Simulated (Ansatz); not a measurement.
Data:

C:
```
C
1.0
   -2.16434     2.16434     1.24184
    2.16434    -2.16434     1.24184
    2.16434     2.16434    -1.24184
C
4
Direct
  0.18036   0.18036   0.36073
  0.81964   0.18036   0.00000
  0.18036   0.81964   0.00000
  0.81964   0.81964   0.63927
```

This is the LDA-relaxed structure.

Problem. All from LDA in the plane-wave PAW code Ansatz, unless another level is named. Predict the smallest direct gap on the standard path.

Solution. 4.57 eV.

Problem. Give the band gap.

Solution. 2.26 eV (indirect).

Problem. Predict the conduction-band minimum.

Solution. on the Γ–Z line, 43 % of the way from Γ (2 equivalent valleys).

Problem. Give the valence-band maximum.

Solution. at M.

Space group I4/mmm. The start of the workflow was typed in or built on a structure type; the Crystallography Open Database copy checked does not list it. It is not the phase usual at ambient conditions (space group No. 194, 227). Symmetry was held in the LDA relaxation; whether a distortion lowers the energy is not shown.

Potentials: the later of the program's two PAW sets.
